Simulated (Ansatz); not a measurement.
**Structures of Si$_{2}$Br$_{3}$: which is lowest?**

Plane-wave DFT in Ansatz with scalar-relativistic PAW potentials, cutoff 420 eV, Γ-centred meshes chosen by cell and gap, Gaussian smearing with energies taken to zero width. Every cell was relaxed (cell and atoms) in a run of its own, within the symmetry of its start. Functional: PBE.

Relaxed structures (starts from databases or built by putting these elements on another compound's sites):
A. P321, 5 atoms in the computed cell, a = 6.478 Å, c = 4.584 Å; sites (symmetry × multiplicity) Si 3.. × 2, Br .2. × 3; start: built
B. R-3m, 5 atoms in the computed cell, a = 4.265 Å, c = 29.527 Å; sites (symmetry × multiplicity) Si 3m × 6, Br -3m × 3 + 3m × 6; start: built
C. R-3c, 10 atoms in the computed cell, a = 7.433 Å, c = 17.361 Å; sites (symmetry × multiplicity) Si 3. × 12, Br .2 × 18; start: built

Q: Rank them by energy. Could pressure change the order?

A:
```csv
structure,group,E − E(lowest) (meV/atom),V (Å³/atom),gap on mesh (eV)
C,R-3c,0.0,27.69,0.00
B,R-3m,65,31.01,0.00
A,P321,82,33.31,0.00
```

C is lowest, 65 meV/atom under B. The lowest is also the densest of these, so pressure wouldn't bring one of the others in at first order. Other structures may lie lower than all of these, and vibrations aren't counted.

Spin polarisation was left out, and a magnetic state may lie lower.